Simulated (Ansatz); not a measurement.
Theory: DFT PBE, scalar-relativistic, plane waves, PAW (Ansatz). All cells share a 420 eV cutoff and Γ-centred k meshes spaced at most about 0.3 Å⁻¹ (about 0.25 or finer for metals, 2π included). Collinear spin in cells that started with moments and kept them past the coarse steps, no spin elsewhere.

All energies are static (0 K, no zero-point motion). All come from trial cells, and lower structures may exist.

Task: Order these relaxed structures of Sc2GeTe2 by energy, lowest first, with the energy over the lowest of them.
A.

```xyz
5
Lattice="-2.5104 2.5104 6.0570 2.5104 -2.5104 6.0570 2.5104 2.5104 -6.0570" Properties=species:S:1:pos:R:3 pbc="T T T"
Sc    0.0000    0.0000    7.6754
Sc    0.0000    0.0000    4.4385
Ge    0.0000    0.0000    0.0000
Te    0.0000    2.5104    3.0285
Te    2.5104    0.0000    3.0285
```

B.

```xyz
5
Lattice="5.0419 0.0000 0.0000 0.0000 5.0419 0.0000 0.0000 0.0000 8.3052" Properties=species:S:1:pos:R:3 pbc="T T T"
Sc    0.0000    0.0000    1.5413
Sc    0.0000    0.0000    6.7639
Ge    0.0000    0.0000    4.1526
Te    0.0000    2.5209    0.0000
Te    2.5209    0.0000    0.0000
```

C.

```xyz
5
Lattice="4.1438 0.0000 0.0000 -2.0719 3.5887 0.0000 0.0000 0.0000 12.9670" Properties=species:S:1:pos:R:3 pbc="T T T"
Sc    0.0000    2.3925    2.7017
Sc    0.0000    2.3925   10.2653
Ge    0.0000    2.3925    0.0000
Te    2.0719    1.1962    8.7979
Te    2.0719    1.1962    4.1691
```

Result: C (0 meV/atom), A (322 meV/atom), B (367 meV/atom). Forms: C P-6m2, no spin; A I4/mmm, moments up to 0.2 μB; B P4/mmm, no spin. Counting Ge or Te atoms around Sc (for each partner element, those within 1.25 times its shortest distance or 1.15 times the sum of covalent radii, where it is the nearest in units of that sum or under 1.3): C has Sc 4; A has Sc 4; B has Sc 5.

No dispersion correction is applied, so the spacing and binding between layers, chains or molecules are poorly described (P-6m2), and this can change margins and order among such cells. These runs have no spin–orbit coupling, which can matter for Te. The magnetic state reached may not be the lowest. Cells relaxed within their symmetry can be saddle points. Some candidate types were left out of the draw beforehand, so a known form may be missing.
